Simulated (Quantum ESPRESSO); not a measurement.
WAl2Ir3Ta2, one run as intended and one with a planted mistake

Simulated, not a measurement. The program is pw.x of Quantum ESPRESSO 7.5 (plane-wave density functional theory). The cell is made up: eight metal atoms on a hexagonal close-packed lattice, with elements, volume, strain and displacements drawn at random and not relaxed, so it may be unstable or far from any real phase. PseudoDojo standard norm-conserving files set the functional (PBE unless stated); there is no spin polarisation or spin-orbit coupling, the Fermi-Dirac width of 0.25 eV means electrons at about 2900 K, and the masses in the input are unused placeholders. Heavy elements are run without spin-orbit coupling, which real alloys of them have. A spin test at this wide smearing found no moment, but such smearing suppresses magnetism that the real alloy may have.

Intended input:

```
&control calculation='scf', pseudo_dir='./dojo.nc.sr.pbe.v0_5.standard.upf', outdir='./o', disk_io='minimal', tprnfor=.true., tstress=.true. /
&system ibrav=0, nat=8, ntyp=4, nbnd=65, ecutwfc=79.96652505, nosym=.true., tot_charge=0,
 occupations='smearing', smearing='fd', degauss=0.0183746611
/
&electrons conv_thr=1.470e-08, electron_maxstep=70, mixing_beta=0.5 /
ATOMIC_SPECIES
Al 1.0 Al.upf
Ir 1.0 Ir.upf
Ta 1.0 Ta.upf
W 1.0 W.upf
CELL_PARAMETERS angstrom
-2.92 0.0 0.0
0.0 0.0 -4.6273
0.0 -10.1152 0.0
ATOMIC_POSITIONS angstrom
W -0.022 -0.1034 -0.1831
Al -0.2766 -5.0401 -0.0534
Ir -0.0999 -3.1508 -2.3076
Ir 0.0616 -8.5306 -2.3455
Ta -1.5324 -2.5766 0.0794
Ir -1.4099 -7.6223 0.0296
Al -1.5477 -0.8397 -2.3024
Ta -1.3799 -5.9572 -2.3502
K_POINTS automatic
8 5 3 1 1 1
```

The log is shortened where brackets say so; the opening notice, blank lines, dates and the lines on written files are dropped, and the path of the files is cut. It prints rydbergs, bohrs and kilobars, and counts compression as positive stress. Its total energy is the free energy E - TS of the whole cell.

Log of the intended run:

```
     Program PWSCF v.7.5
     Parallel version (MPI & OpenMP), running on       4 processor cores
     Number of MPI processes:                 4
     Threads/MPI process:                     1
     [start-up lines left out]
     bravais-lattice index     =            0
     lattice parameter (alat)  =       5.5180  a.u.
     unit-cell volume          =     922.3199 (a.u.)^3
     number of atoms/cell      =            8
     number of atomic types    =            4
     number of electrons       =        97.00
     number of Kohn-Sham states=           65
     kinetic-energy cutoff     =      79.9665  Ry
     charge density cutoff     =     319.8661  Ry
     scf convergence threshold =      1.5E-08
     mixing beta               =       0.5000
     number of iterations used =            8  plain     mixing
     Exchange-correlation= PBE
                           (   1   4   3   4   0   0   0)
     [axes and pseudopotential details left out]
   Cartesian axes
     site n.     atom                  positions (alat units)
         1        W      tau(   1) = (  -0.0075342  -0.0354110  -0.0627055  )
         2        Al     tau(   2) = (  -0.0947260  -1.7260616  -0.0182877  )
         3        Ir     tau(   3) = (  -0.0342123  -1.0790411  -0.7902740  )
         4        Ir     tau(   4) = (   0.0210959  -2.9214384  -0.8032534  )
         5        Ta     tau(   5) = (  -0.5247945  -0.8823973   0.0271918  )
         6        Ir     tau(   6) = (  -0.4828425  -2.6103767   0.0101370  )
         7        Al     tau(   7) = (  -0.5300342  -0.2875685  -0.7884932  )
         8        Ta     tau(   8) = (  -0.4725685  -2.0401370  -0.8048630  )
     number of k points=    60  Fermi-Dirac smearing, width (Ry)=  0.0184
                       cart. coord. in units 2pi/alat
        k(    1) = (  -0.0625000  -0.0481124  -0.0631038), wk =   0.0333333
        k(    2) = (  -0.0625000   0.1443372  -0.0631038), wk =   0.0333333
     [further k points left out]
     Dense  grid:    89143 G-vectors     FFT dimensions: (  32,  50, 120)
     Estimated max dynamical RAM per process >     332.88 MB
     Estimated total dynamical RAM >       1.24 GB
     Initial potential from superposition of free atoms
     starting charge      96.9923, renormalised to      97.0000
     Starting wfcs are   68 randomized atomic wfcs
     total cpu time spent up to now is        7.6 secs
     per-process dynamical memory:   266.8 Mb
     Self-consistent Calculation
     iteration #  1     ecut=    79.97 Ry     beta= 0.50
     Davidson diagonalization with overlap
     ethr =  1.00E-02,  avg # of iterations =  4.0
     Threshold (ethr) on eigenvalues was too large:
     Diagonalizing with lowered threshold
     Davidson diagonalization with overlap
     ethr =  3.73E-04,  avg # of iterations =  2.7
     total cpu time spent up to now is       44.4 secs
     total energy              =   -1112.33035670 Ry
     estimated scf accuracy    <       0.38167066 Ry
     iteration #  2     ecut=    79.97 Ry     beta= 0.50
     Davidson diagonalization with overlap
     ethr =  3.93E-04,  avg # of iterations =  7.5
     total cpu time spent up to now is       67.1 secs
     total energy              =   -1111.42759724 Ry
     estimated scf accuracy    <      21.14044467 Ry
     [iterations 3 to 16 left out]
     iteration # 17     ecut=    79.97 Ry     beta= 0.50
     Davidson diagonalization with overlap
     ethr =  7.20E-11,  avg # of iterations =  1.0
     total cpu time spent up to now is      337.6 secs
     total energy              =   -1112.48141034 Ry
     estimated scf accuracy    <       0.00000002 Ry
     iteration # 18     ecut=    79.97 Ry     beta= 0.50
     Davidson diagonalization with overlap
     ethr =  1.64E-11,  avg # of iterations =  1.1
     total cpu time spent up to now is      352.5 secs
     End of self-consistent calculation
     [lines on levels left out]
!    total energy              =   -1112.48141034 Ry
     estimated scf accuracy    <          9.6E-10 Ry
     smearing contrib. (-TS)   =      -0.09047869 Ry
     internal energy E=F+TS    =   -1112.39093165 Ry
     The total energy is F=E-TS. E is the sum of the following terms:
     one-electron contribution =    -368.38110361 Ry
     hartree contribution      =     227.71420573 Ry
     xc contribution           =    -227.30438905 Ry
     ewald contribution        =    -744.41964471 Ry
     convergence has been achieved in  18 iterations
     Forces acting on atoms (cartesian axes, Ry/au):
     atom    1 type  4   force =     0.00096215    0.08504047    0.07406188
     atom    2 type  1   force =     0.05082517   -0.01913088    0.00414724
     atom    3 type  2   force =    -0.00031167   -0.05911815    0.01825475
     atom    4 type  2   force =    -0.00712992   -0.00002265   -0.00707265
     atom    5 type  3   force =    -0.01475877    0.02097295   -0.02817978
     atom    6 type  2   force =     0.00346929   -0.00815598   -0.02006087
     atom    7 type  1   force =     0.00928084    0.01404608   -0.04093281
     atom    8 type  3   force =    -0.04233709   -0.03363184   -0.00021776
     Total force =     0.162569     Total SCF correction =     0.000130
     Computing stress (Cartesian axis) and pressure
          total   stress  (Ry/bohr**3)                   (kbar)     P=     -147.25
  -0.00089497  -0.00002970  -0.00002118         -131.65       -4.37       -3.12
  -0.00002970  -0.00151240   0.00002529           -4.37     -222.48        3.72
  -0.00002118   0.00002529  -0.00059562           -3.12        3.72      -87.62
     init_run     :      7.13s CPU      7.38s WALL (       1 calls)
     electrons    :    343.51s CPU    344.93s WALL (       1 calls)
     forces       :      3.32s CPU      3.35s WALL (       1 calls)
     stress       :     11.88s CPU     12.17s WALL (       1 calls)
     [timing details left out]
     PWSCF        :   6m 6.06s CPU   6m 8.13s WALL
     JOB DONE.
```

A second run has one planted mistake: the cell and the positions are scaled by a wrong factor. The input lines that differ:

```
- -2.92 0.0 0.0
- 0.0 0.0 -4.6273
- 0.0 -10.1152 0.0
+ -2.9533 0.0 0.0
+ 0.0 0.0 -4.6801
+ 0.0 -10.2305 0.0
- W -0.022 -0.1034 -0.1831
- Al -0.2766 -5.0401 -0.0534
- Ir -0.0999 -3.1508 -2.3076
- Ir 0.0616 -8.5306 -2.3455
- Ta -1.5324 -2.5766 0.0794
- Ir -1.4099 -7.6223 0.0296
- Al -1.5477 -0.8397 -2.3024
- Ta -1.3799 -5.9572 -2.3502
+ W -0.0223 -0.1046 -0.1852
+ Al -0.2798 -5.0976 -0.054
+ Ir -0.101 -3.1867 -2.3339
+ Ir 0.0623 -8.6278 -2.3722
+ Ta -1.5499 -2.606 0.0803
+ Ir -1.426 -7.7092 0.0299
+ Al -1.5653 -0.8493 -2.3286
+ Ta -1.3956 -6.0251 -2.377
```

Its log:

```
     Program PWSCF v.7.5
     Parallel version (MPI & OpenMP), running on       4 processor cores
     Number of MPI processes:                 4
     Threads/MPI process:                     1
     [start-up lines left out]
     bravais-lattice index     =            0
     lattice parameter (alat)  =       5.5809  a.u.
     unit-cell volume          =     954.2368 (a.u.)^3
     number of atoms/cell      =            8
     number of atomic types    =            4
     number of electrons       =        97.00
     number of Kohn-Sham states=           65
     kinetic-energy cutoff     =      79.9665  Ry
     charge density cutoff     =     319.8661  Ry
     scf convergence threshold =      1.5E-08
     mixing beta               =       0.5000
     number of iterations used =            8  plain     mixing
     Exchange-correlation= PBE
                           (   1   4   3   4   0   0   0)
     [axes and pseudopotential details left out]
   Cartesian axes
     site n.     atom                  positions (alat units)
         1        W      tau(   1) = (  -0.0075509  -0.0354180  -0.0627095  )
         2        Al     tau(   2) = (  -0.0947415  -1.7260691  -0.0182846  )
         3        Ir     tau(   3) = (  -0.0341990  -1.0790302  -0.7902685  )
         4        Ir     tau(   4) = (   0.0210950  -2.9214099  -0.8032371  )
         5        Ta     tau(   5) = (  -0.5248028  -0.8824027   0.0271899  )
         6        Ir     tau(   6) = (  -0.4828497  -2.6103681   0.0101243  )
         7        Al     tau(   7) = (  -0.5300173  -0.2875766  -0.7884739  )
         8        Ta     tau(   8) = (  -0.4725561  -2.0401246  -0.8048624  )
     number of k points=    60  Fermi-Dirac smearing, width (Ry)=  0.0184
                       cart. coord. in units 2pi/alat
        k(    1) = (  -0.0625000  -0.0481127  -0.0631034), wk =   0.0333333
        k(    2) = (  -0.0625000   0.1443380  -0.0631034), wk =   0.0333333
     [further k points left out]
     Dense  grid:    92123 G-vectors     FFT dimensions: (  32,  54, 120)
     Estimated max dynamical RAM per process >     344.42 MB
     Estimated total dynamical RAM >       1.28 GB
     Initial potential from superposition of free atoms
     starting charge      96.9923, renormalised to      97.0000
     Starting wfcs are   68 randomized atomic wfcs
     total cpu time spent up to now is        8.5 secs
     per-process dynamical memory:   276.3 Mb
     Self-consistent Calculation
     iteration #  1     ecut=    79.97 Ry     beta= 0.50
     Davidson diagonalization with overlap
     ethr =  1.00E-02,  avg # of iterations =  3.9
     Threshold (ethr) on eigenvalues was too large:
     Diagonalizing with lowered threshold
     Davidson diagonalization with overlap
     ethr =  3.81E-04,  avg # of iterations =  2.6
     total cpu time spent up to now is       48.7 secs
     total energy              =   -1112.29438810 Ry
     estimated scf accuracy    <       0.38773115 Ry
     iteration #  2     ecut=    79.97 Ry     beta= 0.50
     Davidson diagonalization with overlap
     ethr =  4.00E-04,  avg # of iterations =  7.0
     total cpu time spent up to now is       73.5 secs
     total energy              =   -1111.50179976 Ry
     estimated scf accuracy    <      16.84699532 Ry
     [iterations 3 to 15 left out]
     iteration # 16     ecut=    79.97 Ry     beta= 0.50
     Davidson diagonalization with overlap
     ethr =  3.61E-10,  avg # of iterations =  1.2
     total cpu time spent up to now is      337.1 secs
     total energy              =   -1112.44398697 Ry
     estimated scf accuracy    <       0.00000024 Ry
     iteration # 17     ecut=    79.97 Ry     beta= 0.50
     Davidson diagonalization with overlap
     ethr =  2.51E-10,  avg # of iterations =  1.0
     total cpu time spent up to now is      353.4 secs
     End of self-consistent calculation
     [lines on levels left out]
!    total energy              =   -1112.44398698 Ry
     estimated scf accuracy    <          9.3E-09 Ry
     smearing contrib. (-TS)   =      -0.09493154 Ry
     internal energy E=F+TS    =   -1112.34905544 Ry
     The total energy is F=E-TS. E is the sum of the following terms:
     one-electron contribution =    -380.68497331 Ry
     hartree contribution      =     231.40790242 Ry
     xc contribution           =    -227.04571848 Ry
     ewald contribution        =    -736.02626607 Ry
     convergence has been achieved in  17 iterations
     Forces acting on atoms (cartesian axes, Ry/au):
     atom    1 type  4   force =     0.00159375    0.08008152    0.06476859
     atom    2 type  1   force =     0.04603583   -0.01839085    0.00359989
     atom    3 type  2   force =    -0.00142495   -0.05133187    0.01423762
     atom    4 type  2   force =    -0.00656012    0.00106644   -0.00553752
     atom    5 type  3   force =    -0.01347312    0.02351843   -0.02391549
     atom    6 type  2   force =     0.00415672   -0.00875790   -0.01624106
     atom    7 type  1   force =     0.00802866    0.01277835   -0.03559304
     atom    8 type  3   force =    -0.03835678   -0.03896412   -0.00131900
     Total force =     0.148814     Total SCF correction =     0.000540
     Computing stress (Cartesian axis) and pressure
          total   stress  (Ry/bohr**3)                   (kbar)     P=     -196.10
  -0.00122901  -0.00002932  -0.00001849         -180.79       -4.31       -2.72
  -0.00002932  -0.00178942   0.00003403           -4.31     -263.23        5.01
  -0.00001849   0.00003403  -0.00098072           -2.72        5.01     -144.27
     init_run     :      7.63s CPU      7.89s WALL (       1 calls)
     electrons    :    343.76s CPU    344.92s WALL (       1 calls)
     forces       :      3.44s CPU      3.48s WALL (       1 calls)
     stress       :     11.92s CPU     12.20s WALL (       1 calls)
     [timing details left out]
     PWSCF        :   6m 7.37s CPU   6m 9.13s WALL
     JOB DONE.
```

|  | intended run | run with the mistake |
| --- | --- | --- |
| free energy (eV) | -15136.081 | -15135.572 |
| entropy term -TS, part of it (eV) | -1.231 | -1.292 |
| pressure (GPa) | -14.73 | -19.61 |
| size of the largest force component (eV/Å) | 2.186 | 2.059 |
| largest change of a force component (eV/Å) |  | 0.239 |
| iterations | 18 | 17 |

For scale, a rerun of the intended cell at a higher cutoff and on a denser mesh moved values by no more than 0.009 eV in energy, 0.10 GPa in stress and 0.020 eV/Å in force, and a second program with other atomic files agreed on that cell to 2 % rms in force and 0.5 GPa in pressure.